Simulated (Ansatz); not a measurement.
Property card for two-dimensional SnS2

SnS2:
```
CELL_PARAMETERS angstrom
      3.70112     0.00000     0.00000
     -1.85056     3.20527     0.00000
      0.00000     0.00000    32.00000
ATOMIC_POSITIONS crystal
  S  0.66667 0.33333 0.54620
  Sn 0.00000 0.00000 0.50000
  S  0.33333 0.66667 0.45380
```
Free-standing layer in the xy plane with vacuum along z and no interaction between images.

Method: DFT-PBE in the program Ansatz with PAW potentials. Lattice and atoms are relaxed at this level; other levels are named.

### Structure

In-plane lattice: a = 3.701 Å
Distance between the outermost nuclei: 2.96 Å

### Electronic structure

- Band gap: 1.57 eV (indirect)
- Valence-band maximum: on the Γ–M line, 29 % of the way from Γ
- Conduction-band minimum: at M
- Ionisation potential (Kohn–Sham): 6.83 eV
- Electron affinity (Kohn–Sham): 5.26 eV
- Electron effective mass, in the valley at M: 0.26 along x, 0.78 along y (mₑ)
- Hole effective mass, in the valley on the Γ–M line, 29 % of the way from Γ: 0.27 along x, 2.1 along y (mₑ)
- Electron effective mass with spin–orbit coupling, in the valley at M: 0.26 along x, 0.78 along y (mₑ)
- Hole effective mass with spin–orbit coupling, in the valley on the Γ–M line, 29 % of the way from Γ: 0.27 along x, 2.1 along y (mₑ)
- Gap with spin–orbit coupling: 1.57 eV

Space group P-3m1 (1T). A layer that has been made, often on a substrate. The PBE relaxation kept the symmetry of its start; its stability against distortions is not shown here. Scalar-relativistic: spin–orbit coupling is off unless named, which matters more the heavier the elements.

Potentials: the later of the program's two PAW sets.
